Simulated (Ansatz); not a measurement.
Input file for Ansatz (a first-principles code):

Ansatz 0.2 input:
```yaml
crystal:
  lattice:
    - [3.3001693616, 0.0, 0.0]
    - [-1.6500846808, 2.858030504, 0.0]
    - [0.0, 0.0, 5.2556833049]
  atoms:
    - { symbol: Be, position: [0.0, 0.0, 0.0] }
    - { symbol: Be, position: [0.0, 0.0, 0.5] }
    - { symbol: S, position: [0.3333333333, 0.6666666667, 0.25] }
    - { symbol: S, position: [0.6666666667, 0.3333333333, 0.75] }
kpoints:
  mp_grid: { grid: [10, 10, 5] }
hamiltonian:
  xc: r2scan
  pseudopotentials: { kind: paw }
scf:
  occupations: { method: fixed }
elastic: { mode: relaxed_ion, stencil: two_point, amplitude: 0.005, f_tol: 0.0005 }
```

Output (shortened):

```
Pseudopotential: Be, paw, valence charge 2
Pseudopotential: S, paw, valence charge 6
Functional definition: r2SCAN
Crystal: 4 atoms, lattice volume = 49.572 Å³
Basis set: ecut = 500 eV, 1243 PW (Γ), exchange–correlation on 100×100×160 points (64 copies of the dense FFT grid, shifted against one another)
Bands: 12, of which v1, the nominal top of the filled ones, is band 8 counted from 1 (7 counted from 0)
Symmetry: 24 space group operations
Space group: P63/mmc (ITA 194), of the structure as read, at distance tolerance 3.7e-5 Å
k-points: 42 of 500
SCF 1 converged in 10 iterations: F = -2000.895867 eV  dr2 = 2.96e-17
Crystal: 4 atoms, lattice volume = 49.572 Å³
SCF 2 converged in 2 iterations: F = -2000.895867 eV  dr2 = 1.90e-17
Crystal: 4 atoms, lattice volume = 49.324 Å³
Basis set: ecut = 500 eV, 1241 PW (Γ), exchange–correlation on 100×100×160 points (64 copies of the dense FFT grid, shifted against one another)
Symmetry: 8 space group operations
k-points: 93 of 500
SCF 3 converged in 9 iterations: F = -2000.895032 eV  dr2 = 5.46e-15
relax step   1: F+E_penalty+E_count = -2000.89503152 eV  Δ(F+E_penalty+E_count) = +0.000e0 eV  max|allowed force component| = 1.861e-2 eV/Å  Δτ_max = 0.0000 Å  (9 SCF iters, accepted)
Crystal: 4 atoms, lattice volume = 49.324 Å³
SCF 4 converged in 7 iterations: F = -2000.895069 eV  dr2 = 1.93e-14
relax step   2: F+E_penalty+E_count = -2000.89506942 eV  Δ(F+E_penalty+E_count) = -3.790e-5 eV  max|allowed force component| = 8.146e-3 eV/Å  Δτ_max = 0.0014 Å  (7 SCF iters, accepted)
Crystal: 4 atoms, lattice volume = 49.324 Å³
SCF 5 converged in 7 iterations: F = -2000.895078 eV  dr2 = 1.08e-14
relax step   3: F+E_penalty+E_count = -2000.89507840 eV  Δ(F+E_penalty+E_count) = -8.982e-6 eV  max|allowed force component| = 6.072e-7 eV/Å  Δτ_max = 0.0011 Å  (7 SCF iters, accepted)
Crystal: 4 atoms, lattice volume = 49.324 Å³
SCF 6 converged in 2 iterations: F = -2000.895078 eV  dr2 = 1.69e-15
Crystal: 4 atoms, lattice volume = 49.819 Å³
Basis set: ecut = 500 eV, 1247 PW (Γ), exchange–correlation on 100×100×160 points (64 copies of the dense FFT grid, shifted against one another)
SCF 7 converged in 9 iterations: F = -2000.895088 eV  dr2 = 4.78e-15
relax step   1: F+E_penalty+E_count = -2000.89508765 eV  Δ(F+E_penalty+E_count) = +0.000e0 eV  max|allowed force component| = 1.941e-2 eV/Å  Δτ_max = 0.0000 Å  (9 SCF iters, accepted)
Crystal: 4 atoms, lattice volume = 49.819 Å³
SCF 8 converged in 7 iterations: F = -2000.895140 eV  dr2 = 5.35e-14
relax step   2: F+E_penalty+E_count = -2000.89513963 eV  Δ(F+E_penalty+E_count) = -5.198e-5 eV  max|allowed force component| = 3.865e-4 eV/Å  Δτ_max = 0.0026 Å  (7 SCF iters, accepted)
Crystal: 4 atoms, lattice volume = 49.819 Å³
SCF 9 converged in 2 iterations: F = -2000.895140 eV  dr2 = 9.31e-15
Crystal: 4 atoms, lattice volume = 49.324 Å³
Basis set: ecut = 500 eV, 1231 PW (Γ), exchange–correlation on 100×100×160 points (64 copies of the dense FFT grid, shifted against one another)
SCF 10 converged in 9 iterations: F = -2000.894906 eV  dr2 = 4.08e-14
Crystal: 4 atoms, lattice volume = 49.819 Å³
SCF 11 converged in 6 iterations: F = -2000.894881 eV  dr2 = 1.46e-14
Crystal: 4 atoms, lattice volume = 49.571 Å³
Symmetry: 4 space group operations
k-points: 141 of 500
SCF 12 converged in 9 iterations: F = -2000.895819 eV  dr2 = 1.10e-14
relax step   1: F+E_penalty+E_count = -2000.89581883 eV  Δ(F+E_penalty+E_count) = +0.000e0 eV  max|allowed force component| = 7.687e-5 eV/Å  Δτ_max = 0.0000 Å  (9 SCF iters, accepted)
Crystal: 4 atoms, lattice volume = 49.571 Å³
SCF 13 converged in 2 iterations: F = -2000.895819 eV  dr2 = 2.96e-15
Crystal: 4 atoms, lattice volume = 49.571 Å³
SCF 14 converged in 9 iterations: F = -2000.895819 eV  dr2 = 2.99e-14
relax step   1: F+E_penalty+E_count = -2000.89581883 eV  Δ(F+E_penalty+E_count) = +0.000e0 eV  max|allowed force component| = 7.688e-5 eV/Å  Δτ_max = 0.0000 Å  (9 SCF iters, accepted)
Crystal: 4 atoms, lattice volume = 49.571 Å³
SCF 15 converged in 2 iterations: F = -2000.895819 eV  dr2 = 6.30e-15
SCF converged after 2 iterations
Free energy (F): -2000.895867 eV
Harris-Foulkes:  -2000.895867 eV  (|F-HF|=2.27e-13)
Internal energy: -2000.895867 eV  (E = F + TS)
E sigma→0 (E₀):  -2000.895867 eV
Fermi energy:    7.937424 eV
--- Per-component energies (eV) ---
  E_band       = 28.325490
  E_kinetic    = 255.146090
  E_local      = -157.078126  (includes V_loc(G=0)·N_el)
  E_nonlocal   = 63.393761
  E_hartree    = 51.838964
  E_xc         = -222.390070
  E_vxc        = -235.372620  (∫ρ·V_xc dr)
  E_paw        = -1340.290561  (= ΣΔE_a)
  E_vpaw       = -12.220114  (= ΣTr[D̂ρ^β])
  E_aug_tail   = 0.000002  (compensation charges beyond the density's cutoff)
  E_vtau       = 10.778567  (kinetic-family band-sum trace: ∫τ·v_τ [+ j·A + Jᵃ·Aᵃ] dr)
  E_ewald      = -651.272341
  E_core_change = -0.243588  (= ΣΔE_core)
  E_smearing   =  0.000000  (= −TS)
  E_closure    =  0.000000  (closes the sum)
  Σ components = -2000.895867   (vs F -2000.895867, Δ=0.00e0)
--- Forces (eV/Å), atoms counted from 1 ---
  atom   1  Be     0.00000000     0.00000000     0.00000000
  atom   2  Be     0.00000000     0.00000000     0.00000000
  atom   3  S      0.00000000     0.00000000     0.00000000
  atom   4  S      0.00000000     0.00000000     0.00000000
  max |Σ_I F_I| component: 3.70e-17 eV/Å
--- Stress (GPa, compression-positive) ---
        0.010441       0.000000       0.000000
        0.000000       0.010441       0.000000
        0.000000       0.000000      -0.010822
  P = ⅓ Tr σ = 0.0034 GPa (0.034 kbar)
--- Band table (eV; the first three rows and the last of 42) ---
  k-point 0: bands = ["-7.9827", "-5.5135", "0.4637", "7.1179", "7.1179", "7.1442", "7.1442", "7.9374", "11.9809", "13.4925", "14.2583", "14.2583"]
  k-point 1: bands = ["-7.8217", "-5.8891", "1.1529", "6.9525", "7.1468", "7.1468", "7.1690", "7.1690", "12.1394", "13.5681", "13.9773", "13.9773"]
  k-point 2: bands = ["-7.3554", "-6.6493", "2.8246", "4.9270", "7.1981", "7.1981", "7.2073", "7.2073", "12.5853", "13.1896", "13.6593", "13.6593"]
  k-point 41: bands = ["-4.9605", "-4.7977", "1.2914", "1.4840", "2.1691", "2.3709", "6.5771", "7.0589", "12.0237", "12.4066", "13.0797", "14.2781"]
--- Elastic constants: 3 strain directions × 2 members + reference (group order 24) ---
  dense FFT box of the reference and of every strained cell: 25×25×40
  strains applied: 11, 33, 23; error gains …
  C = ∂σ_k/∂η_j (tension-positive GPa; Voigt order 11 22 33 23 13 12):
       196.343    103.355     39.761      0.000      0.000      0.000
       103.355    196.343     39.761      0.000      0.000      0.000
        39.722     39.722    252.066      0.000      0.000      0.000
         0.000      0.000      0.000     12.714      0.000      0.000
         0.000      0.000      0.000      0.000     12.714      0.000
         0.000      0.000      0.000      0.000      0.000     46.494
  reference stress σ⁰ (GPa):     -0.010     -0.010      0.011      0.000      0.000      0.000
  moduli (Voigt/Reuss/Hill, GPa): K = 112.27/112.25/112.26   G = 45.18/23.85/34.51   E = 93.92   ν = 0.361
  mechanically stable: yes (min eigenvalue of sym C = 12.71 GPa)
  strain η (Voigt 11):  stress-route row diagonal C_11 = 196.34 GPa, energy-path curvature d²(F+E_count+ΔE)/dδ²/Ω₀ = 196.32 GPa
         δ    σ_11 (GPa)             F (eV)   n_scf  n_hpsi   n_pw
    -5.000e-3      -1.0199       -2000.8950784       2   11011   1275   relax 3 steps, max|allowed force component| 6.07e-7 eV/Å
     5.000e-3       0.9436       -2000.8951396       2   11067   1285   relax 2 steps, max|allowed force component| 3.86e-4 eV/Å
  strain η (Voigt 33):  stress-route row diagonal C_33 = 252.07 GPa, energy-path curvature d²(F+E_count+ΔE)/dδ²/Ω₀ = 252.05 GPa
         δ    σ_33 (GPa)             F (eV)   n_scf  n_hpsi   n_pw
    -5.000e-3      -1.2601       -2000.8949057       9   11250   1272   relax 0 steps, max|allowed force component| 2.78e-17 eV/Å
     5.000e-3       1.2606       -2000.8948810       6    8630   1283   relax 0 steps, max|allowed force component| 3.47e-16 eV/Å
  strain η (Voigt 23):  stress-route row diagonal C_44 = 12.71 GPa, energy-path curvature d²(F+E_count+ΔE)/dδ²/Ω₀ = 12.71 GPa
         δ    σ_23 (GPa)             F (eV)   n_scf  n_hpsi   n_pw
    -5.000e-3      -0.0636       -2000.8958188       2   16733   1277   relax 1 steps, max|allowed force component| 7.69e-5 eV/Å
     5.000e-3       0.0636       -2000.8958188       2   16802   1277   relax 1 steps, max|allowed force component| 7.69e-5 eV/Å
```

Cost: about 60 core-seconds (a rough figure) on shared cores.

Space group P6_3/mmc (NiAs type). This is a known high-pressure phase of the composition, computed here at zero pressure and temperature. The cell was relaxed with r²SCAN under the symmetry of its start; whether a distortion lowers the energy is not shown.

Potentials: the later of the program's two PAW sets.

Ansatz is a plane-wave DFT program.
